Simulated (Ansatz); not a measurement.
Starting cell, Ba3PbO (anti-perovskite):

```yaml
crystal:
  lattice:
    - [10.69056, 0.00000, 0.00000]
    - [5.34528, 5.34528, 0.00000]
    - [5.34528, 0.00000, 5.34528]
  atoms:
    - { symbol: Ba, position: [0.00000, 0.00000, 0.50000] }
    - { symbol: Ba, position: [0.50000, 0.00000, 0.50000] }
    - { symbol: Ba, position: [0.50000, 0.50000, 0.50000] }
    - { symbol: Ba, position: [0.00000, 0.50000, 0.50000] }
    - { symbol: Ba, position: [0.00000, 0.50000, 0.00000] }
    - { symbol: Ba, position: [0.50000, 0.50000, 0.00000] }
    - { symbol: Pb, position: [0.00000, 0.00000, 0.00000] }
    - { symbol: Pb, position: [0.50000, 0.00000, 0.00000] }
    - { symbol: O, position: [0.75000, 0.50000, 0.50000] }
    - { symbol: O, position: [0.25000, 0.50000, 0.50000] }
```

The atoms are displaced by Q × the pattern below (from a DFPT mode at R = (0.5, 0.5, 0.5), largest move 1; Q in Å), at fixed cell. It is one choice among 3 degenerate patterns. (q is in reciprocal vectors of the primitive cell; the cell shown is doubled to hold the pattern.)

| atom | x | y | z |
|---|---|---|---|
| Ba1 | 0.000 | 0.000 | -1.000 |
| Ba2 | 0.000 | 0.000 | 1.000 |
| Ba5 | 0.000 | 1.000 | 0.000 |
| Ba6 | 0.000 | -1.000 | 0.000 |

Atoms not listed stay in place.

Level of theory: LDA (plane waves to 420 eV, PAW, scalar-relativistic; Ansatz, a quantum-chemistry and plane-wave program). k mesh 9×9×9 (Γ-centred), Fermi-Dirac smearing 0.05 eV. E stands for the smeared free energy. With partly filled bands, energies and forces of such displacements shift with the k mesh and the smearing. At this level the bands of Ba3PbO touch or barely overlap. Ba3PbO was relaxed with its symmetry unable to fall. Spin-orbit coupling is left out, though Pb is heavy. ΔE is measured from the undisplaced structure. The last digit holds for this mesh only.

```tsv
Q (Å)	ΔE (meV/cell)
-0.4400	withheld
-0.3667	28.6
-0.2933	4.7
-0.2200	-3.6
-0.1467	-3.6
-0.0733	-1.2
0.0000	0.0
0.0733	-1.2
0.1467	-3.6
0.2200	-3.6
0.2933	4.7
0.3667	28.6
0.4400	withheld
```

Task: Fit an even polynomial form (powers 2, 4) to the given rows and predict ΔE at Q = -0.4400.

Result: Least squares on the 11 given rows: ΔE = (-232.7)·Q² + (3316)·Q⁴, in meV/cell with Q in Å; root-mean-square residual 0.11 meV/cell. At -0.4400 the fit gives 79.2 meV/cell; the calculation gives 76.9 meV/cell, so the extrapolation is off by 2.3 (+3.0 %). The quadratic term alone would give -45.1 meV/cell: it is negative, as the undisplaced cell is unstable along this move.

(For displaced atoms, the force is minus the slope of the energy, and its curvature is a force constant, which sets phonon frequencies.)
